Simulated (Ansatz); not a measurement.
## Cs4Zn: a bulk modulus from differences

The structure comes from a generated guess, relaxed at this level; another structure or a mixture of phases may lie lower.

Computed with DFT PBE, scalar-relativistic, plane waves, PAW in Ansatz 0.2.0. Plane waves to 420 eV, a 6×6×6 mesh through Γ for the 5-atom cell and 0.10 eV Gaussian smearing; no spin polarisation.

Space group Pm-3m (No. 221). a = 7.699 Å, b = 7.699 Å, c = 7.699 Å, α = 90.00°, β = 90.00°, γ = 90.00°
```json
{"atom": "Cs", "site": "3d", "symmetry": "4/mm.m", "x": "0.5000", "y": "0.0000", "z": "0.0000"}
{"atom": "Cs", "site": "1b", "symmetry": "m-3m", "x": "0.5000", "y": "0.5000", "z": "0.5000"}
{"atom": "Zn", "site": "1a", "symmetry": "m-3m", "x": "0.0000", "y": "0.0000", "z": "0.0000"}
```

The cell was set to several volumes, with shape and atoms relaxed at each where symmetry leaves them free. Pressure is positive in compression, and energies count from the lowest row. No row has a gap on its mesh.

| row | V (Å³/atom) | P (GPa) | ΔE (meV/atom) |
| --- | --- | --- | --- |
| 1 | 80.319 | 0.49 | 15.9 |
| 2 | 83.057 | ? | ? |
| 3 | 85.795 | 0.22 | 3.9 |
| 4 | 88.534 | 0.11 | 1.1 |
| 5 | 91.272 | 0.02 | 0.0 |
| 6 | 94.010 | -0.07 | 0.4 |
| 7 | 96.748 | -0.13 | 2.1 |
| 8 | 100.399 | -0.21 | 6.1 |

Task: Find B = −V·ΔP/ΔV from rows 4 and 6 and from rows 1 and 3, and from the two its slope B′ and its value B0 at zero pressure.

Result: Rows 4 and 6 give −(88.534 + 94.010)/2 × (-0.07 − (0.11))/(94.010 − 88.534) = 3.0 GPa at a mean pressure of 0.02 GPa. Rows 1 and 3 give −(80.319 + 85.795)/2 × (0.22 − (0.49))/(85.795 − 80.319) = 4.1 GPa at a mean pressure of 0.35 GPa. So B′ = (4.1 − 3.0)/(0.35 − (0.02)) = 3.33 and B0 = 3.0 − 3.33 × (0.02) = 2.9 GPa. A third-order Birch–Murnaghan fit to all the energies gives B0 = 2.8 GPa and B′ = 4.0.

Task: Estimate the pressure and energy of row 2.

Result: From row 5, V0 = 91.272 × (1 + (0.02)/2.9) = 91.901 Å³/atom. Murnaghan's form P = (B0/B′)·[(V0/V)^B′ − 1] gives (2.9/3.33) × [(91.901/83.057)^3.33 − 1] = 0.35 GPa; the computed pressure is 0.34 GPa, so the estimate is off by +0.01 GPa. The work of compression from row 3, with the mean of the two pressures, gives ΔE = 3.9 + (0.35 + 0.22)/2 × (85.795 − 83.057)/160.2 × 1000 = 8.8 meV/atom (1 eV/Å³ = 160.2 GPa); the computed value is 8.7 meV/atom.

All volumes keep the k mesh of the relaxed cell. Symmetry constrained the relaxation, so the result can be a saddle point.
